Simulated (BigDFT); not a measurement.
Set-up for a self-consistent single point of the molecule C4H4BrF3.

SMILES: F[C@@]1(C)[C@]([C@H]1F)(Br)F
```xyz
12

C     -1.3712    -0.5514     0.3692
C     -0.1139    -0.3076    -0.3948
F     -0.0097    -1.0225    -1.5867
C      0.4874     1.0684    -0.4066
F      1.0443     1.5181    -1.5926
C      1.1688    -0.0284     0.3551
F      1.0667     0.0540     1.7420
Br     2.8077    -0.7441    -0.2981
H     -2.2384    -0.3316    -0.2608
H     -1.4400     0.0675     1.2698
H     -1.4269    -1.6018     0.6705
H      0.0253     1.8793     0.1331
```

Method: Wu-Cohen, Daubechies wavelet basis, HGH (Krack) norm-conserving potentials made for PBE, isolated boundary conditions in BigDFT.

BigDFT settings:

basis: Daubechies wavelets
dft.hgrids: 0.324 bohr
dft.rmult: 5 8
dft.ixc: -118130
psppar.Pseudopotential XC: 11
potentials: built-in HGH-K PBE
boundary_conditions: free
dft.gnrm_cv: 1e-04
dft.itermax: 80
dft.idsx: 6
dft.nrepmax: 3

### Question
Estimate, at this level of theory: largest force (vector length), dipole moment and highest occupied level.

### Answer
The run gave:

```
Property                            Value
-----------------------------  ----------
Largest force (vector length)  1.598 eV/Å
Dipole moment                      2.33 D
Highest occupied level           -6.64 eV
```

For comparison: a first run (DFT, PBE, Daubechies wavelet basis, HGH (Krack) norm-conserving potentials made for PBE, isolated boundary conditions) was changed to give this one (dft.ixc: 11 → -118130; psppar.Pseudopotential XC: default → 11), and from it to this one the largest force goes from 1.390 to 1.598 eV/Å.

The grid can part forces that symmetry would make equal. Forces above 1 eV/Å remain at this geometry. The potentials were made for another functional than the one used. The geometry comes from a cheaper method or was typed, in some cases with atoms then moved at random; it is not relaxed at this level, and the species need not be a known compound. A coarse multiplier of 5 or less cuts the tails of heavy atoms' orbitals, which raises levels.

Cost on one core: very roughly 2.6 core-minutes.
